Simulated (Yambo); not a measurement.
Absorption of Mg₂FeH₆ (space group Fm-3m, No. 225) with and without the electron-hole interaction (Yambo, PBEsol bands; 8×8×8 mesh, 6 valence and 3 conduction bands, static screening with 43 bands and a 3 Ry block, scissor 1.10 eV, Tamm-Dancoff; field along x).

```csv
E (eV),"Im ε, BSE","Im ε, independent quasiparticles"
1.30,0.06,0.04
1.40,0.06,0.05
1.50,0.07,0.05
1.60,0.07,0.05
1.70,0.07,0.05
1.80,0.08,0.06
1.90,0.08,0.06
2.00,0.09,0.06
2.10,0.10,0.07
2.20,0.10,0.07
2.30,0.11,0.07
2.40,0.12,0.08
2.50,0.13,0.08
2.60,0.15,0.09
2.70,0.17,0.10
2.80,0.19,0.11
2.90,0.22,0.12
3.00,0.26,0.13
3.10,0.32,0.14
3.20,0.36,0.16
3.30,0.42,0.18
3.40,0.52,0.21
3.50,0.67,0.24
3.60,0.96,0.28
3.70,1.38,0.33
3.80,2.06,0.42
3.90,2.64,0.57
4.00,2.79,0.81
4.10,2.44,1.21
4.20,1.98,1.85
4.30,1.75,2.37
4.40,1.64,2.11
4.50,1.51,1.69
4.60,1.61,1.44
4.70,1.91,1.16
4.80,2.22,1.03
4.90,2.62,1.12
5.00,3.14,1.35
5.10,3.94,1.53
5.20,5.16,1.64
5.30,7.56,1.85
5.40,12.2,2.12
5.50,13.4,2.33
5.60,10.2,2.80
5.70,8.63,3.78
5.80,9.37,5.67
5.90,10.8,7.29
6.00,10.2,7.41
6.10,9.04,7.55
6.20,7.54,8.18
6.30,5.88,9.54
```

The scissor comes from a G0W0 run whose convergence isn't established. Broadening 0.15 eV. The band window holds all transitions up to 6.3 eV. Fine structure above the onset can come from the mesh.

Geometry of the Materials Project entry, not relaxed at this level; primitive cell a = 4.494 Å, b = 4.494 Å, c = 4.494 Å, α = 60.00°, β = 60.00°, γ = 60.00°.

The runs are not spin-polarised; magnetic order was not tried.
